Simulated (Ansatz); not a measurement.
Calculation for CdPt: DFT, r2SCAN, PAW with Ansatz's default frozen-core files, scalar-relativistic (Ansatz 0.2.0). This run: shape and atoms relaxed at 1 of the base cell's volume.

The base volume is that of a database entry, so it needn't be at zero pressure; the structure needn't be the stable phase, at rest or compressed.

Command: `ansatz run input.yaml --threads 1 --pin off --max-ram 2048MiB --backend cpu --events-out ev --progress --plain --runs-dir out` It took 25 s on 1 thread of Arm Neoverse V1, with other jobs on the host, peak memory 0.47 GiB.

```yaml
crystal:
  lattice:
    - [2.9854558338, 0.0, 0.0]
    - [0.0, 2.9854558338, 0.0]
    - [0.0, 0.0, 3.84605277]
  atoms:
    - { symbol: Cd, position: [0.0, 0.0, 0.0] }
    - { symbol: Pt, position: [0.5, 0.5, 0.5] }
kpoints:
  mp_grid: { grid: [12, 12, 9] }
scf:
  occupations: { method: fermi_dirac, width: 0.05 }
hamiltonian:
  xc: r2scan
  pseudopotentials: { kind: paw }
output:
  forces: true
  stress: true
relax:
  f_tol: 0.01
  max_steps: 30
  cell: { stress_tol: 0.05, fix: [volume] }
```

Output:

```
Engine: ansatz 0.2.0
Pseudopotentials: kind: paw
Pseudopotential: Cd, paw, valence charge 20, recommended cutoff 500 eV (meta_gga), Cd.paw.azcp
Pseudopotential: Pt, paw, valence charge 18, recommended cutoff 500 eV (meta_gga), Pt.paw.azcp
Functional definition: r2SCAN
  parameter k0 = 0.174
  parameter k1 = 0.065
  parameter a1 = 4.9479
  exchange = r2scan_x(k0 = k0, k1 = k1, a1 = a1)
  correlation = r2scan_c
Crystal: 2 atoms, lattice volume = 34.280 Å³
Basis set: ecut = 500 eV, 863 PW (Γ), exchange–correlation on 96×96×120 points (64 copies of the dense FFT grid, shifted against one another)
Bands: 23, of which v1, the nominal top of the filled ones, is band 19 counted from 1 (18 counted from 0)
Symmetry: 16 space group operations
Space group: P4/mmm (ITA 123), of the structure as read, at distance tolerance 3.2e-5 Å
k-points: 140 of 1296
Non-local potential: Cd, projectors of the file, l = 0: 3, l = 1: 2, l = 2: 2, l = 3: 1
Non-local potential: Pt, projectors of the file, l = 0: 3, l = 1: 2, l = 2: 2, l = 3: 1
PAW form: soft (Blöchl's): semilocal exchange-correlation on the pseudo side does not see the compensation charge
PAW frozen core: Cd, regenerated for the run's functional (the file was generated under x = pbe(κ = 0.804, μ = 0.2195149727645171), c = pbe(β = 0.06672455060314922))
PAW frozen core: Pt, regenerated for the run's functional (the file was generated under x = pbe(κ = 0.804, μ = 0.2195149727645171), c = pbe(β = 0.06672455060314922))
PAW one-centre angular grid: Cd, 590 points (default); XC on 160 Gauss nodes
PAW one-centre angular grid: Pt, 590 points (default); XC on 160 Gauss nodes
Initial density: superposition of atomic densities (neutral atoms: chi_scale 0, normalization atom), corrected by the library's trained network
Initial wavefunctions: pseudopotential atomic-orbital guess
Functional: x = r2scan, c = r2scan; τ floored in thin density (d = 2e-4 eV/Å³)
SCF iter   1: F=—  HF=-20805.774940 eV  |F-HF|=—  |Δ(HF+E_count)|=         —  Δρ=1.15e-2  dr2=4.27e-2  dr2_τ=1.78e-2  ethr=1.77e-3  ⟨swp⟩=5.8  Hψ=12754  notcnv=0
preconditioner: auto → Kerker (q_TF=auto, 2.776 Å⁻¹)  [metal: Δε(μ)=0.010 eV  Ē_g=12.482 eV  σ=0.050 eV  W_gap=0.05  n_scr=14 (ndim 8)  ℏωp=29.7 eV  f_vac=0.000  D(μ)=0.36/eV (n_scr^D=0)]
SCF iter   2: F=—  HF=-20805.777359 eV  |F-HF|=—  |Δ(HF+E_count)|=   2.42e-3  Δρ=5.66e-3  dr2=7.19e-3  dr2_τ=1.35e-3  ethr=1.12e-4  ⟨swp⟩=2.0  Hψ=5200  notcnv=0  defer=11
SCF iter   3: F=—  HF=-20805.777804 eV  |F-HF|=—  |Δ(HF+E_count)|=   4.45e-4  Δρ=1.84e-3  dr2=6.72e-4  dr2_τ=6.60e-5  ethr=1.89e-5  ⟨swp⟩=2.1  Hψ=4235  notcnv=0  defer=11
SCF iter   4: F=—  HF=-20805.778031 eV  |F-HF|=—  |Δ(HF+E_count)|=   2.27e-4  Δρ=3.72e-4  dr2=3.61e-5  dr2_τ=3.77e-6  ethr=1.77e-6  ⟨swp⟩=2.0  Hψ=3932  notcnv=0  defer=11
SCF iter   5: F=—  HF=-20805.778069 eV  |F-HF|=—  |Δ(HF+E_count)|=   3.86e-5  Δρ=1.41e-4  dr2=8.21e-6  dr2_τ=3.21e-7  ethr=9.49e-8  ⟨swp⟩=2.1  Hψ=4906  notcnv=0  defer=11
SCF iter   6: F=—  HF=-20805.778075 eV  |F-HF|=—  |Δ(HF+E_count)|=   5.35e-6  Δρ=4.50e-5  dr2=3.84e-7  dr2_τ=4.41e-8  ethr=2.16e-8  ⟨swp⟩=2.0  Hψ=4724  notcnv=0  defer=11
SCF iter   7: F=-20805.778075 eV  HF=-20805.778075 eV  |F-HF|=6.02e-9  |Δ(HF+E_count)|=   4.26e-7  Δρ=1.32e-5  dr2=6.07e-8  dr2_τ=4.28e-9  ethr=2.63e-10  ⟨swp⟩=4.0  Hψ=10750  notcnv=0
SCF 1 converged in 7 iterations: F = -20805.778075 eV  dr2 = 6.07e-8
  greatest PAW one-centre occupation: 1.001 electrons in one spin orbital (limit 2), on the Cd atom at site 0 (counted from 0), in its partial waves of l = 1
relax step   1: F+E_penalty+E_count = -20805.77807509 eV  Δ(F+E_penalty+E_count) = +0.000e0 eV  max|allowed force component| = 9.861e-32 eV/Å  Δτ_max = 0.0000 Å  P = -1.215 GPa  Ω = 34.280 Å³  fix = [volume]  reactions: volume -1.215 GPa  (7 SCF iters, dr2 threshold 1.00e-7 eV, accepted)
Initial density: handed on by an earlier stage of this run
Initial wavefunctions: pseudopotential atomic-orbital guess (no wavefunctions were taken with the density)
iter 1 solved again at ethr=1.38e-9 eV; its pass at ethr=3.10e-3 eV (dr2=5.23e-7 eV) is discarded
SCF iter   1: F=—  HF=-20805.778074 eV  |F-HF|=—  |Δ(HF+E_count)|=         —  Δρ=1.32e-5  dr2=6.05e-8  dr2_τ=4.28e-9  ethr=1.38e-9  ⟨swp⟩=4.3  Hψ=23514  notcnv=0
preconditioner: auto → Kerker (q_TF=auto, 2.776 Å⁻¹)  [metal: Δε(μ)=0.031 eV  Ē_g=12.441 eV  σ=0.050 eV  W_gap=0.15  n_scr=14 (ndim 8)  ℏωp=29.7 eV  f_vac=0.000  D(μ)=0.36/eV (n_scr^D=0)]
SCF iter   2: F=—  HF=-20805.778075 eV  |F-HF|=—  |Δ(HF+E_count)|=   1.01e-6  Δρ=7.07e-6  dr2=1.37e-8  dr2_τ=1.21e-9  ethr=1.59e-10  ⟨swp⟩=2.0  Hψ=3904  notcnv=0
SCF iter   3: F=—  HF=-20805.778075 eV  |F-HF|=—  |Δ(HF+E_count)|=   1.85e-8  Δρ=3.24e-6  dr2=2.94e-9  dr2_τ=1.10e-10  ethr=3.60e-11  ⟨swp⟩=2.0  Hψ=4285  notcnv=0
SCF iter   4: F=—  HF=-20805.778075 eV  |F-HF|=—  |Δ(HF+E_count)|=   6.40e-9  Δρ=6.24e-7  dr2=1.91e-10  dr2_τ=2.85e-12  ethr=7.74e-12  ⟨swp⟩=2.0  Hψ=4723  notcnv=0
SCF iter   5: F=—  HF=-20805.778075 eV  |F-HF|=—  |Δ(HF+E_count)|=  1.16e-10  Δρ=2.19e-7  dr2=2.15e-11  dr2_τ=1.38e-12  ethr=1.00e-12  ⟨swp⟩=2.0  Hψ=4258  notcnv=0
SCF iter   6: F=-20805.778075 eV  HF=-20805.778075 eV  |F-HF|=3.64e-12  |Δ(HF+E_count)|=  7.28e-12  Δρ=7.87e-8  dr2=2.90e-12  dr2_τ=3.21e-13  ethr=1.00e-12  ⟨swp⟩=5.0  Hψ=12972  notcnv=0
SCF 2 converged in 6 iterations: F = -20805.778075 eV  dr2 = 2.90e-12
relax step   2: F+E_penalty+E_count = -20805.77807512 eV  Δ(F+E_penalty+E_count) = -3.294e-8 eV  max|allowed force component| = 7.100e-30 eV/Å  Δτ_max = 0.0000 Å  P = -1.214 GPa  Ω = 34.280 Å³  fix = [volume]  reactions: volume -1.214 GPa  stress off target by 2.22e-2 GPa on what of the cell is left free  SCF on the basis re-selected at this cell (its energy is not comparable with the rows above)  (6 SCF iters)
basis re-selected at this cell: Δ(F+E_penalty+E_count) = -3.294e-8 eV, ΔP = +0.000 GPa vs the last step (what re-selecting the basis moved, of the pressure what is left beyond the Pulay correction that the steps carried, after the strain that the cell walked since its last selection, with what the two solves' SCF thresholds leave and, on support functions, any second-order correction that the steps lacked; it is no measure of the basis error at this ecutwfc). This SCF's stress stands 2.22e-2 GPa from its target on what of the cell is left free (relax.cell.stress_tol is 5.00e-2 GPa) and its largest allowed force component is 7.10e-30 eV/Å (relax.f_tol is 1.00e-2 eV/Å): within both
SCF converged after 6 iterations
Free energy (F): -20805.778075 eV
Harris-Foulkes:  -20805.778075 eV  (|F-HF|=3.64e-12)
Internal energy: -20805.774993 eV  (E = F + TS)
E sigma→0 (E₀):  -20805.776534 eV
Entropy (-TS):   -0.003083 eV (-1.541 meV/atom)
Fermi energy:    19.056029 eV
--- Per-component energies (eV) ---
  E_band       = -528.677836
  E_kinetic    = 1145.385404
  E_local      = -4194.272489  (includes V_loc(G=0)·N_el)
  E_nonlocal   = 236.298164
  E_hartree    = 1843.858930
  E_xc         = -419.741835
  E_vxc        = -585.387359  (∫ρ·V_xc dr)
  E_paw        = -13585.228007  (= ΣΔE_a)
  E_vpaw       = -857.511586  (= ΣTr[D̂ρ^β])
  E_aug_tail   = 0.000171  (compensation charges beyond the density's cutoff)
  E_vtau       = 39.092079  (kinetic-family band-sum trace: ∫τ·v_τ [+ j·A + Jᵃ·Aᵃ] dr)
  E_ewald      = -5831.279064
  E_core_change = -0.796265  (= ΣΔE_core)
  E_smearing   = -0.003083  (= −TS)
  E_closure    = 0.000000  (closes the sum)
  Σ components = -20805.778075   (vs F -20805.778075, Δ=0.00e0)
--- Forces (eV/Å), atoms counted from 1 ---
  atom   1  Cd    -0.00000000    -0.00000000     0.00000000
  atom   2  Pt     0.00000000     0.00000000     0.00000000
  max |Σ_I F_I| component: 1.24e-29 eV/Å
--- Stress (GPa, compression-positive) ---
       -1.225557       0.000000       0.000000
        0.000000      -1.225557       0.000000
        0.000000       0.000000      -1.192209
  P = ⅓ Tr σ = -1.2144 GPa (-12.144 kbar)
--- Relaxed structure (1 steps of the walk, 1 accepted, 1 SCFs on fresh bases) ---
  F+E_penalty+E_count = -20805.77807512 eV   max|allowed force component| = 7.100e-30 eV/Å   (the final SCF, on the basis selected at the relaxed cell)
  cell:  # Å, volume = 34.2797 Å³
    - [2.9854558338, 0.0, 0.0]
    - [0.0, 2.9854558338, 0.0]
    - [0.0, 0.0, 3.84605277]
  atoms:
    - { symbol: Cd, position: [0.0, 0.0, 0.0] }
    - { symbol: Pt, position: [0.5, 0.5, 0.49999999999999994] }
```

Next run (the series' base cell), as changes to the input before:

```diff
   mp_grid: { grid: [12, 12, 9] }
+  band_path:
+    path:
+      - [0.0, 0.0, 0.0]
+      - [0.0, 0.5, 0.0]
+      - [0.5, 0.5, 0.0]
+      - [0.0, 0.0, 0.0]
+      - [0.0, 0.0, 0.5]
+      - [0.0, 0.5, 0.5]
+      - [0.5, 0.5, 0.5]
+      - [0.0, 0.0, 0.5]
+      - [0.0, 0.5, 0.0]
+    npoints: 6
 scf:
   stress: true
-relax:
-  f_tol: 0.01
-  max_steps: 30
-  cell: { stress_tol: 0.05, fix: [volume] }
+  eigenvalues: true
+  efg: { contact_densities: true }
+  populations: true
```

Results part of the output:

```
SCF 1 converged in 7 iterations: F = -20805.778075 eV  dr2 = 6.08e-8
  greatest PAW one-centre occupation: 1.001 electrons in one spin orbital (limit 2), on the Cd atom at site 0 (counted from 0), in its partial waves of l = 1
NSCF: frozen V_eff on 49 k-points
SCF converged after 7 iterations
Free energy (F): -20805.778075 eV
Harris-Foulkes:  -20805.778075 eV  (|F-HF|=5.98e-9)
Internal energy: -20805.774992 eV  (E = F + TS)
E sigma→0 (E₀):  -20805.776534 eV
Entropy (-TS):   -0.003083 eV (-1.541 meV/atom)
Fermi energy:    19.056142 eV
--- Per-component energies (eV) ---
  E_band       = -528.674514
  E_kinetic    = 1145.383479
  E_local      = -4194.264909  (includes V_loc(G=0)·N_el)
  E_nonlocal   = 236.295783
  E_hartree    = 1843.854203
  E_xc         = -419.741694
  E_vxc        = -585.387176  (∫ρ·V_xc dr)
  E_paw        = -13585.226697  (= ΣΔE_a)
  E_vpaw       = -857.510977  (= ΣTr[D̂ρ^β])
  E_aug_tail   = 0.000171  (compensation charges beyond the density's cutoff)
  E_vtau       = 39.092062  (kinetic-family band-sum trace: ∫τ·v_τ [+ j·A + Jᵃ·Aᵃ] dr)
  E_ewald      = -5831.279064
  E_core_change = -0.796265  (= ΣΔE_core)
  E_smearing   = -0.003083  (= −TS)
  E_closure    = 0.000000  (closes the sum)
  Σ components = -20805.778075   (vs F -20805.778075, Δ=0.00e0)
--- Forces (eV/Å), atoms counted from 1 ---
  atom   1  Cd    -0.00000000     0.00000000     0.00000000
  atom   2  Pt     0.00000000     0.00000000     0.00000000
  max |Σ_I F_I| component: 3.01e-29 eV/Å
--- Stress (GPa, compression-positive) ---
       -1.225872       0.000000       0.000000
        0.000000      -1.225872       0.000000
        0.000000       0.000000      -1.192363
  P = ⅓ Tr σ = -1.2147 GPa (-12.147 kbar)
--- PAW observables at the nuclei: V_zz in 10²¹ V/m², potentials from the cell's mean, atoms counted from 1 ---
  atom   1  Cd V_zz =    -5.476314   η = 0.0000   by run symmetry: allowed
            electrostatic potential = -7717.344240 V   contact ρ = 1035236.323347 e/Å³
  atom   2  Pt V_zz =   +15.238777   η = 0.0000   by run symmetry: allowed
            electrostatic potential = -16123.522120 V   contact ρ = 12079098.159345 e/Å³
--- Band table (eV; the first three rows and the last of 140) ---
  k-point 0: bands = ["-86.3333", "-80.8107", "-46.4850", "-46.4850", "-46.4375", "-34.4835", "-34.3981", "-34.3981", "9.2219", "9.3720", "9.5529", "10.3558", "10.3558", "10.6441", "14.9462", "15.4603", "17.5843", "17.5843", "18.0770", "21.0409", "26.8501", "28.0513", "28.0513"]
  k-point 1: bands = ["-86.3333", "-80.8107", "-46.4850", "-46.4850", "-46.4375", "-34.4843", "-34.3981", "-34.3981", "9.2362", "9.4460", "9.6802", "10.3657", "10.3657", "10.6479", "14.9158", "15.3909", "17.4927", "17.4927", "18.0668", "20.1558", "28.0115", "28.3720", "28.3720"]
  k-point 2: bands = ["-86.3333", "-80.8107", "-46.4850", "-46.4850", "-46.4377", "-34.4862", "-34.3982", "-34.3982", "9.2728", "9.5611", "10.1466", "10.3912", "10.3912", "10.6576", "14.8382", "15.1331", "17.2713", "17.2713", "18.0410", "18.5737", "29.2772", "29.2772", "30.4664"]
  k-point 139: bands = ["-86.3290", "-80.8021", "-46.5181", "-46.5181", "-46.4320", "-34.5077", "-34.5077", "-34.4674", "9.4530", "9.8315", "9.8315", "10.6758", "11.0900", "14.1959", "14.7035", "14.7035", "17.3741", "19.1426", "23.4044", "24.0061", "24.0061", "24.4966", "25.5337"]
--- Löwdin populations: 2 sites ---
  site symbol       q [e]
     0     Cd     19.0639
     1     Pt     18.4915
  spilling = 0.011700 (of n_electrons = 38.000000)
```

Next run (shape and atoms relaxed at 0.7 of the base cell's volume), as changes to the input before:

```diff
   lattice:
-    - [2.9854558338, 0.0, 0.0]
-    - [0.0, 2.9854558338, 0.0]
-    - [0.0, 0.0, 3.84605277]
+    - [2.6507981819, 0.0, 0.0]
+    - [0.0, 2.6507981819, 0.0]
+    - [0.0, 0.0, 3.4149256454]
   atoms:
   mp_grid: { grid: [12, 12, 9] }
-  band_path:
-    path:
-      - [0.0, 0.0, 0.0]
-      - [0.0, 0.5, 0.0]
-      - [0.5, 0.5, 0.0]
-      - [0.0, 0.0, 0.0]
-      - [0.0, 0.0, 0.5]
-      - [0.0, 0.5, 0.5]
-      - [0.5, 0.5, 0.5]
-      - [0.0, 0.0, 0.5]
-      - [0.0, 0.5, 0.0]
-    npoints: 6
 scf:
   stress: true
-  eigenvalues: true
-  efg: { contact_densities: true }
-  populations: true
+relax:
+  f_tol: 0.01
+  max_steps: 30
+  cell: { stress_tol: 0.23, fix: [volume] }
```

Command: `ansatz run input.yaml --threads 1 --pin off --max-ram 2048MiB --backend cpu --events-out ev --progress --plain --runs-dir out` It took 30 s on 1 thread of Arm Neoverse V1 (shared host), peak memory 0.42 GiB.

Results part of the output:

```
basis re-selected at this cell: Δ(F+E_penalty+E_count) = -1.312e-5 eV, ΔP = +0.001 GPa vs the last step (what re-selecting the basis moved, of the pressure what is left beyond the Pulay correction that the steps carried, after the strain that the cell walked since its last selection, with what the two solves' SCF thresholds leave and, on support functions, any second-order correction that the steps lacked; it is no measure of the basis error at this ecutwfc). The dense FFT grid was sized anew with the basis: this SCF ran on 20×20×27 points, the steps before it on 20×20×25, so part of this shift can come from that change (see relax.cell in the input reference). This SCF's stress stands 1.49e-2 GPa from its target on what of the cell is left free (relax.cell.stress_tol is 2.30e-1 GPa) and its largest allowed force component is 2.53e-29 eV/Å (relax.f_tol is 1.00e-2 eV/Å): within both
SCF converged after 4 iterations
Free energy (F): -20802.737310 eV
Harris-Foulkes:  -20802.737310 eV  (|F-HF|=1.66e-9)
Internal energy: -20802.735105 eV  (E = F + TS)
E sigma→0 (E₀):  -20802.736208 eV
Entropy (-TS):   -0.002204 eV (-1.102 meV/atom)
Fermi energy:    29.962406 eV
--- Per-component energies (eV) ---
  E_band       = -176.541600
  E_kinetic    = 1171.153792
  E_local      = -3087.557817  (includes V_loc(G=0)·N_el)
  E_nonlocal   = 237.642744
  E_hartree    = 1460.738638
  E_xc         = -429.682808
  E_vxc        = -599.876849  (∫ρ·V_xc dr)
  E_paw        = -13586.760673  (= ΣΔE_a)
  E_vpaw       = -859.077944  (= ΣTr[D̂ρ^β])
  E_aug_tail   = 0.000150  (compensation charges beyond the density's cutoff)
  E_vtau       = 39.697202  (kinetic-family band-sum trace: ∫τ·v_τ [+ j·A + Jᵃ·Aᵃ] dr)
  E_ewald      = -6567.472866
  E_core_change = -0.796265  (= ΣΔE_core)
  E_smearing   = -0.002204  (= −TS)
  E_closure    = -0.000000  (closes the sum)
  Σ components = -20802.737310   (vs F -20802.737310, Δ=0.00e0)
--- Forces (eV/Å), atoms counted from 1 ---
  atom   1  Cd    -0.00000000    -0.00000000     0.00000000
  atom   2  Pt     0.00000000     0.00000000     0.00000000
  max |Σ_I F_I| component: 5.03e-29 eV/Å
--- Stress (GPa, compression-positive) ---
      139.629897       0.000000       0.000000
        0.000000     139.629897       0.000000
        0.000000       0.000000     139.652209
  P = ⅓ Tr σ = 139.6373 GPa (1396.373 kbar)
--- Relaxed structure (3 steps of the walk, 3 accepted, 1 SCFs on fresh bases) ---
  F+E_penalty+E_count = -20802.73730967 eV   max|allowed force component| = 2.534e-29 eV/Å   (the final SCF, on the basis selected at the relaxed cell)
  cell:  # Å, volume = 23.9958 Å³
    - [2.6392906432506464, 4.4249900482072607e-35, 0.0]
    - [4.4249900482072607e-35, 2.6392906432506464, 0.0]
    - [0.0, 0.0, 3.4447693149333616]
  atoms:
    - { symbol: Cd, position: [1.1352299689754521e-36, 4.021529366771898e-87, 0.0] }
    - { symbol: Pt, position: [0.5, 0.5, 0.5] }
```

Next run (volume at 0.7 of the series' base cell), as changes to the input before:

```diff
   lattice:
-    - [2.6507981819, 0.0, 0.0]
-    - [0.0, 2.6507981819, 0.0]
-    - [0.0, 0.0, 3.4149256454]
+    - [2.6392906432, 0.0, 0.0]
+    - [0.0, 2.6392906432, 0.0]
+    - [0.0, 0.0, 3.4447693149]
   atoms:
   mp_grid: { grid: [12, 12, 9] }
+  band_path:
+    path:
+      - [0.0, 0.0, 0.0]
+      - [0.0, 0.5, 0.0]
+      - [0.5, 0.5, 0.0]
+      - [0.0, 0.0, 0.0]
+      - [0.0, 0.0, 0.5]
+      - [0.0, 0.5, 0.5]
+      - [0.5, 0.5, 0.5]
+      - [0.0, 0.0, 0.5]
+      - [0.0, 0.5, 0.0]
+    npoints: 6
 scf:
   stress: true
-relax:
-  f_tol: 0.01
-  max_steps: 30
-  cell: { stress_tol: 0.23, fix: [volume] }
+  eigenvalues: true
+  efg: { contact_densities: true }
+  populations: true
```

Results part of the output:

```
SCF 1 converged in 7 iterations: F = -20802.737310 eV  dr2 = 1.12e-8
  greatest PAW one-centre occupation: 1.001 electrons in one spin orbital (limit 2), on the Cd atom at site 0 (counted from 0), in its partial waves of l = 1
NSCF: frozen V_eff on 49 k-points
SCF converged after 7 iterations
Free energy (F): -20802.737310 eV
Harris-Foulkes:  -20802.737310 eV  (|F-HF|=2.43e-8)
Internal energy: -20802.735106 eV  (E = F + TS)
E sigma→0 (E₀):  -20802.736208 eV
Entropy (-TS):   -0.002204 eV (-1.102 meV/atom)
Fermi energy:    29.962409 eV
--- Per-component energies (eV) ---
  E_band       = -176.541629
  E_kinetic    = 1171.153838
  E_local      = -3087.558169  (includes V_loc(G=0)·N_el)
  E_nonlocal   = 237.642831
  E_hartree    = 1460.738880
  E_xc         = -429.682835
  E_vxc        = -599.876889  (∫ρ·V_xc dr)
  E_paw        = -13586.760669  (= ΣΔE_a)
  E_vpaw       = -859.078263  (= ΣTr[D̂ρ^β])
  E_aug_tail   = 0.000150  (compensation charges beyond the density's cutoff)
  E_vtau       = 39.697207  (kinetic-family band-sum trace: ∫τ·v_τ [+ j·A + Jᵃ·Aᵃ] dr)
  E_ewald      = -6567.472866
  E_core_change = -0.796265  (= ΣΔE_core)
  E_smearing   = -0.002204  (= −TS)
  E_closure    = -0.000000  (closes the sum)
  Σ components = -20802.737310   (vs F -20802.737310, Δ=0.00e0)
--- Forces (eV/Å), atoms counted from 1 ---
  atom   1  Cd    -0.00000000     0.00000000     0.00000000
  atom   2  Pt     0.00000000    -0.00000000     0.00000000
  max |Σ_I F_I| component: 2.96e-29 eV/Å
--- Stress (GPa, compression-positive) ---
      139.629947       0.000000       0.000000
        0.000000     139.629947       0.000000
        0.000000       0.000000     139.652811
  P = ⅓ Tr σ = 139.6376 GPa (1396.376 kbar)
--- PAW observables at the nuclei: V_zz in 10²¹ V/m², potentials from the cell's mean, atoms counted from 1 ---
  atom   1  Cd V_zz =    -7.871384   η = 0.0000   by run symmetry: allowed
            electrostatic potential = -7728.872990 V   contact ρ = 1035267.696164 e/Å³
  atom   2  Pt V_zz =   +29.000694   η = 0.0000   by run symmetry: allowed
            electrostatic potential = -16135.375841 V   contact ρ = 12079236.547853 e/Å³
--- Band table (eV; the first three rows and the last of 140) ---
  k-point 0: bands = ["-76.8048", "-71.1174", "-36.9495", "-36.9328", "-36.9328", "-24.9681", "-24.6568", "-24.6568", "16.3880", "17.2066", "17.3303", "19.5235", "19.5235", "20.4018", "23.2577", "24.6906", "28.0340", "28.0340", "28.6892", "31.3628", "40.2920", "40.2920", "41.5959"]
  k-point 1: bands = ["-76.8047", "-71.1174", "-36.9494", "-36.9326", "-36.9326", "-24.9731", "-24.6572", "-24.6572", "16.6017", "17.2525", "17.4358", "19.5638", "19.5638", "20.4133", "23.1593", "24.5591", "27.8168", "27.8168", "28.6592", "30.5013", "40.8004", "40.8004", "42.6561"]
  k-point 2: bands = ["-76.8044", "-71.1176", "-36.9491", "-36.9322", "-36.9322", "-24.9858", "-24.6582", "-24.6582", "17.1801", "17.3749", "17.7617", "19.6707", "19.6707", "20.4428", "22.9070", "24.1488", "27.3004", "27.3004", "28.5833", "28.7063", "42.1877", "42.1877", "44.8530"]
  k-point 139: bands = ["-76.7758", "-71.0638", "-37.0856", "-37.0856", "-36.9171", "-25.0959", "-25.0959", "-24.9078", "17.7706", "18.5700", "18.5700", "20.1856", "21.3798", "21.7920", "22.7768", "22.7768", "27.2221", "30.5072", "36.1982", "36.3008", "36.3008", "37.7030", "38.6301"]
--- Löwdin populations: 2 sites ---
  site symbol       q [e]
     0     Cd     19.0209
     1     Pt     18.5017
  spilling = 0.012563 (of n_electrons = 38.000000)
```

Spin–orbit coupling is left out, which matters for the heavy atoms. The PAW files were made under PBE.
